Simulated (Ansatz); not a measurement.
# Ni: do energies and stresses tell the same story?

The calculation used DFT r2SCAN, scalar-relativistic, plane waves, PAW (Ansatz).

Cutoff 500 eV; k points 22×22×22 on the computed 1-atom cell (Γ-centred); Gaussian smearing, width 0.10 eV; collinear spin from starting moments 0.76 μB.

Relaxed cell: Im-3m, a = 2.766 Å, b = 2.766 Å, c = 2.766 Å, α = 90.00°, β = 90.00°, γ = 90.00°, 1 atom in the primitive cell. This bcc form isn't the element's structure at ambient conditions.

Energies at zero smearing and pressures from the stress tensor, at volumes with shape and atoms relaxed:
| V (Å³/atom) | E − E(first) (meV/atom) | P (GPa) |
| --- | --- | --- |
| 9.312 | 0.00 | 37.30 |
| 9.630 | -61.55 | 25.39 |
| 9.947 | -101.51 | 15.41 |
| 10.264 | -123.38 | 7.03 |
| 10.582 | -130.05 | 0.00 |
| 10.899 | -123.99 | -5.90 |
| 11.217 | -107.26 | -10.83 |
| 11.640 | -71.37 | -16.20 |

Q: Check P = −dE/dV between neighbouring volumes, and get the bulk modulus from the pressures alone.

A: With 1 eV/Å³ = 160.2 GPa:
| middle V (Å³/atom) | −ΔE/ΔV (GPa) | mean P (GPa) |
| --- | --- | --- |
| 9.471 | 31.063 | 31.344 |
| 9.788 | 20.169 | 20.400 |
| 10.106 | 11.035 | 11.222 |
| 10.423 | 3.369 | 3.517 |
| 10.741 | -3.060 | -2.949 |
| 11.058 | -8.443 | -8.365 |
| 11.428 | -13.585 | -13.515 |

The two differ by 0.28 GPa at most. The mean of two end pressures misses the average over a step by about ΔV² P″/12, up to 0.17 GPa here; with that taken off 0.11 GPa remains. The stress is the derivative of the free energy, not of the energy at zero smearing, and with free energies 0.01 GPa remains. Around V = 10.582 Å³/atom, the two neighbours give B = −V ΔP/ΔV = 10.582 × 12.93 / 0.635 = 215.5 GPa, against B0 = 213.5 GPa from the Birch–Murnaghan fit of the energies.

The state reached may not be the lowest one.

Only this magnetic start was tried.